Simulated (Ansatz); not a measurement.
The calculation used Ansatz, DFT PBE, scalar-relativistic, plane waves, PAW. Settings: cutoff 420 eV, Γ-centred meshes spaced at most about 0.3 Å⁻¹, and about 0.25 Å⁻¹ or finer for metals (2π included), Gaussian smearing. No spin polarisation in the final relaxations.

All energies are static (0 K, no zero-point motion).

Compare these two cells of BIr3Pd, each relaxed at this level.

1.

```
CELL_PARAMETERS angstrom
3.01754 0.00000 0.00000
0.00000 3.01754 0.00000
0.00000 0.00000 7.41525
ATOMIC_POSITIONS crystal
B 0.50000 0.50000 0.00000
Pd 0.00000 0.00000 0.00000
Ir 0.50000 0.50000 0.27376
Ir 0.50000 0.50000 0.72624
Ir 0.00000 0.00000 0.50000
```

2.

```
CELL_PARAMETERS angstrom
4.93321 0.00000 0.00000
-2.46661 4.27229 0.00000
0.00000 0.00000 4.09698
ATOMIC_POSITIONS crystal
B 0.00000 0.00000 0.50000
Pd 0.00000 0.00000 0.00000
Ir 0.50000 0.00000 0.50000
Ir 0.00000 0.50000 0.50000
Ir 0.50000 0.50000 0.50000
```

Question: Which form is favoured at zero pressure, and by what margin per atom?

Answer: Cell 1 is lower, by 0.85 eV/atom. Cell 1 has space group P4/mmm (No. 123), 13.5 Å³/atom and no gap on its mesh; cell 2 has space group P6/mmm (No. 191), 17.3 Å³/atom and no gap. Counting Ir or Pd atoms around B (for each partner element, those within 1.25 times its shortest distance or 1.15 times the sum of covalent radii, where it is the nearest in units of that sum or under 1.3; a plus sign parts groups by distance over the sum of covalent radii), cell 1 has B 6 and cell 2 has B 2+6. The denser one is the lower, and pressure would at first widen the difference. Even the lower one lies +0.15 eV/atom against the reference forms of the elements (uncorrected), so neither is stable at this level. In cell 1, around B lie 2 Ir at 2.03 Å and 4 Pd at 2.13 Å; Pd has 4 B at 2.13 Å, 8 Ir at 2.95 Å and 4 Pd at 3.02 Å; Ir on a site of symmetry 4mm has 1 B at 2.03 Å, 4 Ir at 2.71 Å, 4 Pd at 2.95 Å and 4 Ir at 3.02 Å; 1 more site not described. In cell 2, around B lie 2 Pd at 2.05 Å and 6 Ir at 2.47 Å; Pd has 2 B at 2.05 Å; Ir is surrounded by 2 B at 2.47 Å and 4 Ir at 2.47 Å. Both come from invented guesses.

These runs have no spin–orbit coupling, which can matter for Ir. Cells relaxed within their symmetry can be saddle points.
